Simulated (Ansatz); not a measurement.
Equation of state of CuPd from a dense series

```
CELL_PARAMETERS angstrom
2.98800 0.00000 0.00000
0.00000 2.98800 0.00000
0.00000 0.00000 2.98800
ATOMIC_POSITIONS crystal
Cu 0.00000 0.00000 0.00000
Pd 0.50000 0.50000 0.50000
```

Atom numbers follow the list: Cu1, Pd2.

The geometry is COD entry 9008813, unchecked; take it as a test cell.

Spin polarisation is left out, and whether a magnetic state lies lower isn't shown here.

Theory: DFT, PBEsol, all-electron LAPW, scalar-relativistic in Ansatz 0.2.0.

Numerical set-up: a Γ-centred 14×14×14 k mesh, Fermi–Dirac smearing of 0.05 eV, basis error target 0.25 meV/atom, no spin polarisation.

The cell is scaled evenly. Fractional coordinates are held (clamped ions).

```
V (Å³/atom)  P (GPa)
     12.805     2.70
     13.072    -1.18
     13.205    -2.95
     13.339    -4.60
     13.472    -6.15
     13.605    -7.61
     13.872   -10.25
     14.139   -12.57
```

(1) Fit a third-order Birch–Murnaghan curve to the pressures.

(2) Predict the pressure at the withheld volume, 12.538 Å³/atom.

Answers

(1) P = (3B0/2)(y^(7/2) − y^(5/2))[1 + (3/4)(B0′ − 4)(y − 1)] with y = (V0/V)^(2/3) fits within 0.01 GPa for V0 = 12.987 Å³/atom, B0 = 184.6 GPa and B0′ = 5.22.

(2) There y = 1.0237, so the fit gives 7.11 GPa; the run gave 7.13 GPa.
